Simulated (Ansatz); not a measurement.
Level of theory: Ansatz, DFT PBE, scalar-relativistic, plane waves, PAW.

Structure of CsPbCl₃:

```xyz
5
Lattice="5.7353 0.0000 0.0000 0.0000 5.7353 0.0000 0.0000 0.0000 5.7353" Properties=species:S:1:pos:R:3 pbc="T T T"
Cs    0.0000    0.0000    0.0000
Pb    2.8676    2.8676    2.8676
Cl    2.8676    2.8676    0.0000
Cl    0.0000    2.8676    2.8676
Cl    2.8676    0.0000    2.8676
```

Plane waves to 420 eV, a k mesh through Γ of 6×6×6 on the computed 5-atom cell and Gaussian smearing (0.02 eV); no spin polarisation.

Levels along Γ–X–M–Γ–R–X | R–M, in eV from a zero inside the gap, sorted by energy at each point. Points in fractions of the primitive reciprocal vectors: Γ (0.000 0.000 0.000), X (0.000 0.500 0.000), M (0.500 0.500 0.000), R (0.500 0.500 0.500).
```csv
point,"k (1/Å, with 2π)",band 19,band 20,band 21,band 22,band 23,band 24,band 25
Γ,0.000,-3.23,-3.15,-3.15,-3.15,2.56,3.64,3.64
-,0.078,-3.23,-3.15,-3.15,-3.15,2.61,3.67,3.67
-,0.157,-3.24,-3.17,-3.17,-3.15,2.74,3.75,3.77
-,0.235,-3.26,-3.18,-3.18,-3.13,2.91,3.80,3.92
-,0.313,-3.28,-3.20,-3.20,-3.05,2.94,3.53,4.09
-,0.391,-3.30,-3.22,-3.22,-2.86,2.56,3.63,4.27
-,0.469,-3.32,-3.23,-3.23,-2.64,2.19,3.81,4.30
X,0.548,-3.32,-3.23,-3.23,-2.54,2.04,3.88,4.29
-,0.626,-3.24,-3.24,-3.23,-2.53,2.02,3.92,4.17
-,0.704,-3.26,-3.24,-3.15,-2.48,1.95,3.83,4.03
-,0.782,-3.29,-3.25,-3.06,-2.40,1.87,3.33,4.13
-,0.861,-3.33,-3.27,-2.98,-2.27,1.77,2.76,4.05
-,0.939,-3.36,-3.29,-2.92,-2.08,1.69,2.20,3.98
-,1.017,-3.38,-3.34,-2.87,-1.89,1.63,1.78,3.94
M,1.095,-3.39,-3.39,-2.86,-1.80,1.61,1.61,3.92
-,1.206,-3.37,-3.32,-2.89,-1.98,1.78,1.81,3.95
-,1.317,-3.33,-3.26,-2.95,-2.39,2.23,2.30,4.04
-,1.427,-3.28,-3.23,-3.02,-2.82,2.85,2.88,3.90
-,1.538,-3.23,-3.22,-3.09,-3.08,3.14,3.53,3.79
-,1.649,-3.21,-3.19,-3.17,-3.12,2.89,3.85,3.85
-,1.760,-3.22,-3.16,-3.16,-3.15,2.65,3.70,3.70
Γ,1.870,-3.23,-3.15,-3.15,-3.15,2.56,3.64,3.64
-,2.006,-3.21,-3.18,-3.15,-3.15,2.70,3.73,3.73
-,2.141,-3.22,-3.16,-3.13,-3.13,3.02,3.87,3.87
-,2.277,-3.09,-3.09,-3.09,-3.09,3.19,3.30,3.30
-,2.412,-3.04,-3.04,-3.00,-2.63,2.54,2.54,2.69
-,2.548,-2.97,-2.97,-2.93,-1.99,1.83,1.83,2.00
-,2.683,-2.89,-2.89,-2.87,-1.39,1.30,1.30,1.39
R,2.819,-2.85,-2.85,-2.85,-1.10,1.10,1.10,1.10
-,2.930,-2.88,-2.88,-2.86,-1.29,1.15,1.28,1.34
-,3.040,-2.96,-2.95,-2.89,-1.68,1.29,1.75,1.88
-,3.151,-3.05,-3.03,-2.95,-2.04,1.48,2.38,2.52
-,3.262,-3.15,-3.11,-3.02,-2.29,1.68,3.05,3.17
-,3.372,-3.24,-3.17,-3.11,-2.43,1.87,3.67,3.76
-,3.483,-3.26,-3.22,-3.21,-2.52,1.99,3.95,4.12
X,3.594,-3.32,-3.23,-3.23,-2.54,2.04,3.88,4.29
R,3.594,-2.85,-2.85,-2.85,-1.10,1.10,1.10,1.10
-,3.672,-2.87,-2.87,-2.85,-1.20,1.13,1.13,1.29
-,3.750,-2.92,-2.92,-2.85,-1.39,1.20,1.20,1.73
-,3.828,-3.00,-3.00,-2.85,-1.56,1.30,1.30,2.28
-,3.907,-3.10,-3.10,-2.86,-1.68,1.41,1.41,2.84
-,3.985,-3.20,-3.20,-2.86,-1.75,1.51,1.51,3.34
-,4.063,-3.31,-3.31,-2.86,-1.79,1.58,1.58,3.74
M,4.141,-3.39,-3.39,-2.86,-1.80,1.61,1.61,3.92
```

Spin-orbit coupling is left out, which matters for the bands of heavy elements.

Symmetry holds off the tilts and polar distortions that many cubic perovskites undergo.

Cost: 1 run of about 2.1 core-minutes, on Intel Xeon Processor @ 2.50GHz (Skylake/Cascade Lake) (shared hosts).